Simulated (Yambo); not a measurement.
G0W0@PBEsol for K₄BeP₂ (space group R-3m, No. 166) in Yambo. Reference settings: 2×2×2 Γ-centred k mesh, bands 2 to 310 and a 7 Ry block in the screening, 310 bands in G with the Bruneval-Gonze terminator, plasmon pole fitted at 27.2 eV. The PBEsol gap L → Γ on this mesh is 1.09 eV; G0W0 gaps are taken between the same points.

With and without the terminator, as bands are cut:

| bands in G (in W) | gap, terminator (eV) | gap, none (eV) | valence shift, terminator (eV) | valence shift, none (eV) |
|---|---|---|---|---|
| 110 (310) | 2.215 | 2.079 | -0.880 | -0.541 |
| 195 (310) | 2.235 | 2.174 | -0.940 | -0.789 |
| 310 (310) | 2.245 | 2.225 | -0.960 | -0.894 |

Over this range the gap spans 0.030 eV with the terminator and 0.146 eV without, the valence shift 0.080 eV and 0.353 eV. Neither column has reached its limit for certain.

Geometry of the Materials Project entry, not relaxed at this level; primitive cell a = 8.9814 Å, b = 8.9814 Å, c = 8.9814 Å, α = 36.17°, β = 36.17°, γ = 36.17°.

A shift is the quasiparticle energy of the state minus its PBEsol energy.
